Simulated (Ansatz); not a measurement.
Crystals of one structure type (rock salt) and one family of elements, relaxed and computed with r²SCAN (plane waves, PAW; program Ansatz).

| crystal | K_Hill (GPa) | G_Hill (GPa) |
|---|---|---|
| GaSb | 63.4 | 20.1 |
| InAs | 72.3 | 34.4 |
| GaAs | 82.2 | 30.5 |
| BiB | 86.0 | 50.3 |
| GaP | 98.6 | 40.8 |
| BAs | 133 | ? |
| BP | 161 | 61.1 |

### Question
Fit a straight line to ln G against ln K and predict the withheld value.

### Answer
Least squares on the 6 shown rows: ln G = 1.01 × ln K + (-0.923), with a scatter of 20 %. For BAs this gives 55.5. The run itself gave 65.6, within the scatter.

Constructed cells (a structure type filled with these elements, in neither database checked): GaAs, rock salt; BiB, rock salt; GaP, rock salt; BAs, rock salt; BP, rock salt. Typed or built starts, not in the databases checked: GaSb, rock salt. Not the usual ambient phase: GaSb, rock salt; InAs, rock salt; GaAs, rock salt; GaP, rock salt; BAs, rock salt; BP, rock salt. All cells were relaxed under the symmetry of their starts (and spin orders); stability against distortions was not tested throughout. Spin–orbit coupling is left out wherever it is not named.

Potentials: the later of the program's two PAW sets.
